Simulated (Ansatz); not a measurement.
## Na₂MnAlC₆N₆ (Fm-3m)

The calculation used DFT PBE, scalar-relativistic, plane waves, PAW (Ansatz 0.2.0).

Plane waves to 420 eV, a k mesh through Γ of 6×6×6 on the computed 16-atom cell and Gaussian smearing (0.02 eV); no spin polarisation.

The structure is relaxed at this level of theory with its symmetry kept, and needn't be the ground state of this composition.

```
Na Mn Al C N
1.0
     0.00000    5.03299    5.03299
     5.03299    0.00000    5.03299
     5.03299    5.03299    0.00000
Na Mn Al C N
2 1 1 6 6
Direct
  0.25000 0.25000 0.25000
  0.75000 0.75000 0.75000
  0.00000 0.00000 0.00000
  0.50000 0.50000 0.50000
  0.81267 0.18733 0.18733
  0.18733 0.81267 0.18733
  0.18733 0.18733 0.81267
  0.18733 0.81267 0.81267
  0.81267 0.18733 0.81267
  0.81267 0.81267 0.18733
  0.69503 0.30497 0.30497
  0.30497 0.69503 0.30497
  0.30497 0.30497 0.69503
  0.30497 0.69503 0.69503
  0.69503 0.30497 0.69503
  0.69503 0.69503 0.30497
```

| Quantity | Value |
| --- | --- |
| Space group | Fm-3m (No. 225) |
| Volume per atom | 15.94 Å³ |
| Formation energy from the elements' standard states (uncorrected) | -0.156 eV/atom |
| Kohn–Sham band gap | 1.61 eV |
| Orbital (Löwdin) character of the top 1 eV of the valence band | Mn 3d 65 %, N 2p 29 % |
| Orbital (Löwdin) character of the lowest 1 eV of the conduction band | Na 3s 84 % |

A magnetic start lost its moments in a first run, so spin was left out; other magnetic orders weren't tried.

The cell was found from a structure generator's guess, not taken from experiment. Kohn–Sham gaps at this level usually fall short of measured ones. Löwdin shares on free-atom orbitals overweight diffuse shells in the empty bands.
